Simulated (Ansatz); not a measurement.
The cell comes from COD entry 1523972, which wasn't checked; take it as a given geometry. The listed cell was then made from it by scaling, straining or moving an atom.

ScCu: DFT, LDA, PAW with Ansatz's default frozen-core files, scalar-relativistic (Ansatz 0.2.0). What sets it apart from a plain run of this crystal: volume scaled by 0.96.

Command: `ansatz run input.yaml --threads 1 --pin off --max-ram 3072MiB --backend cpu --events-out ev --progress --plain --runs-dir out` The run took 3 s on 1 thread of Intel(R) Xeon(R) Platinum 8488C (Sapphire Rapids) (shared host), peak memory 0.44 GiB.

```yaml
crystal:
  lattice:
    - [3.2119946056, 0.0, 0.0]
    - [0.0, 3.2119946056, 0.0]
    - [0.0, 0.0, 3.2119946056]
  atoms:
    - { symbol: Sc, position: [0.5, 0.5, 0.5] }
    - { symbol: Cu, position: [0.0, 0.0, 0.0] }
kpoints:
  mp_grid: { grid: [11, 11, 11] }
scf:
  occupations: { method: fermi_dirac, width: 0.05 }
hamiltonian:
  xc: lda
  pseudopotentials: { kind: paw }
output:
  forces: true
  stress: true
  eigenvalues: true
  efg: { contact_densities: true }
  write_density: true
  write_potential: true
  elf: true
  volumetric_format: npy
```

Output (standing set-up lines are left out):

```
Crystal: 2 atoms, lattice volume = 33.138 Å³
Basis set: ecut = 420 eV, 619 PW (Γ)
Space group: Pm-3m (ITA 221), of the structure as read, at distance tolerance 3.2e-5 Å
SCF iter   1: F=—  HF=-8645.281768 eV  |F-HF|=—  |Δ(HF+E_count)|=         —  Δρ=1.44e-2  dr2=3.26e-2  ethr=1.77e-3  ⟨swp⟩=3.2  Hψ=4077  notcnv=0
preconditioner: auto → none  [metal: Δε(μ)=0.006 eV  Ē_g=12.399 eV  σ=0.050 eV  W_gap=0.03  n_scr=6 (ndim 8)  ℏωp=28.8 eV  f_vac=0.000  D(μ)=1.72/eV (n_scr^D=18)  sad-step TF]
SCF iter   2: F=—  HF=-8645.274663 eV  |F-HF|=—  |Δ(HF+E_count)|=   7.10e-3  Δρ=3.12e-3  dr2=3.93e-3  ethr=1.09e-4  ⟨swp⟩=2.0  Hψ=2090  notcnv=0
SCF iter   3: F=—  HF=-8645.273708 eV  |F-HF|=—  |Δ(HF+E_count)|=   9.55e-4  Δρ=1.20e-3  dr2=3.24e-4  ethr=1.31e-5  ⟨swp⟩=2.7  Hψ=1823  notcnv=0
SCF iter   4: F=—  HF=-8645.273646 eV  |F-HF|=—  |Δ(HF+E_count)|=   6.13e-5  Δρ=3.31e-4  dr2=1.09e-5  ethr=1.08e-6  ⟨swp⟩=2.0  Hψ=1422  notcnv=0
SCF iter   5: F=—  HF=-8645.273642 eV  |F-HF|=—  |Δ(HF+E_count)|=   4.91e-6  Δρ=1.17e-5  dr2=3.76e-8  ethr=3.64e-8  ⟨swp⟩=1.2  Hψ=1082  notcnv=0
SCF iter   6: F=-8645.273642 eV  HF=-8645.273642 eV  |F-HF|=4.73e-10  |Δ(HF+E_count)|=   1.64e-9  Δρ=3.58e-6  dr2=2.13e-9  ethr=1.25e-10  ⟨swp⟩=4.8  Hψ=5811  notcnv=0
SCF 1 converged in 6 iterations: F = -8645.273642 eV  dr2 = 2.13e-9
  greatest PAW one-centre occupation: 1.000 electrons in one spin orbital (limit 2), on the Cu atom at site 1 (counted from 0), in its partial waves of l = 0
SCF converged after 6 iterations
Free energy (F): -8645.273642 eV
Harris-Foulkes:  -8645.273642 eV  (|F-HF|=4.73e-10)
Internal energy: -8645.259575 eV  (E = F + TS)
E sigma→0 (E₀):  -8645.266608 eV
Entropy (-TS):   -0.014066 eV (-7.033 meV/atom)
Fermi energy:    12.929426 eV
--- Per-component energies (eV) ---
  E_band       = -566.532732
  E_kinetic    = 562.094040
  E_local      = -5551.242050  (includes V_loc(G=0)·N_el)
  E_nonlocal   = 474.798688
  E_hartree    = 2377.347768
  E_xc         = -193.200714
  E_vxc        = -245.386324  (∫ρ·V_xc dr)
  E_paw        = -2498.943336  (= ΣΔE_a)
  E_vpaw       = -561.489046  (= ΣTr[D̂ρ^β])
  E_aug_tail   = 0.000195  (compensation charges beyond the density's cutoff)
  E_ewald      = -3816.868749
  E_core_change = 0.754583  (= ΣΔE_core)
  E_smearing   = -0.014066  (= −TS)
  E_closure    = 0.000000  (closes the sum)
  Σ components = -8645.273642   (vs F -8645.273642, Δ=0.00e0)
--- Forces (eV/Å), atoms counted from 1 ---
  atom   1  Sc     0.00000000     0.00000000     0.00000000
  atom   2  Cu    -0.00000000     0.00000000    -0.00000000
  max |Σ_I F_I| component: 3.07e-29 eV/Å
--- Stress (GPa, compression-positive) ---
       -4.273928       0.000000       0.000000
       -0.000000      -4.273928       0.000000
        0.000000       0.000000      -4.273928
  P = ⅓ Tr σ = -4.2739 GPa (-42.739 kbar)
--- PAW observables at the nuclei: V_zz in 10²¹ V/m², potentials from the cell's mean, atoms counted from 1 ---
  atom   1  Sc V_zz =    -0.000000   η = 0.0000   by run symmetry: forbidden
            electrostatic potential = -2371.969434 V   contact ρ = 48237.844529 e/Å³
  atom   2  Cu V_zz =    -0.000000   η = 0.0000   by run symmetry: forbidden
            electrostatic potential = -3757.697331 V   contact ρ = 146797.072560 e/Å³
--- Band table (eV; the first three rows and the last of 56) ---
  k-point 0: bands = ["-99.3292", "-57.1284", "-57.1284", "-57.1284", "-36.1629", "-14.9476", "-14.9476", "-14.9476", "5.6917", "8.9232", "8.9232", "9.8279", "9.8279", "9.8279", "13.4389", "13.4389", "16.2141", "16.2141", "16.2141"]
  k-point 1: bands = ["-99.3292", "-57.1287", "-57.1284", "-57.1284", "-36.1608", "-14.9701", "-14.9458", "-14.9458", "5.8314", "8.9549", "8.9636", "9.8185", "9.8185", "9.8363", "13.4205", "13.4346", "15.9747", "15.9747", "16.2059"]
  k-point 2: bands = ["-99.3292", "-57.1293", "-57.1284", "-57.1284", "-36.1550", "-15.0301", "-14.9409", "-14.9409", "6.2399", "9.0423", "9.0715", "9.7936", "9.7936", "9.8590", "13.3264", "13.3688", "15.4649", "15.4649", "16.1839"]
  k-point 55: bands = ["-99.3289", "-57.1309", "-57.1309", "-57.1309", "-36.0864", "-15.1467", "-15.1462", "-15.1462", "9.3324", "9.3583", "9.3583", "10.1489", "10.1489", "11.2241", "11.5052", "11.5052", "16.3641", "16.7618", "16.7618"]
```
